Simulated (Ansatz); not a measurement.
SiC in space group Pm-3n (No. 223; Si on 6c, C on 6d), PBE in the plane-wave PAW code Ansatz, all energies at zero smearing, with the estimated change up to a 700 eV cutoff added, with one set of potentials and settings (totals compare only within such a set). Cell of 12 atoms (6 Si, 6 C): -5320.300 eV.

| element | reference phase | E (eV/atom) |
|---|---|---|
| Si | Fd-3m, 2 atoms in the cell | -635.8096 |
| C | P6_3/mmc, 4 atoms in the cell | -250.9479 |

Formation energy per atom, worked out: (-5320.300 − 6×(-635.8096) − 6×(-250.9479))/12 = 0.020 eV/atom (2 kJ per mol of atoms), at 0 K, without zero-point energy or fitted corrections.

The start of the workflow was typed in or built on a structure type; neither database checked (COD, Materials Project) lists it. It is not the phase usual at ambient conditions (space group No. 186, 216). The cell was relaxed with PBE under the symmetry of its start; its stability against distortions is not shown here. The references are the lowest solids computed at this level, not always the standard phases.

Potentials: the later of the program's two PAW sets.
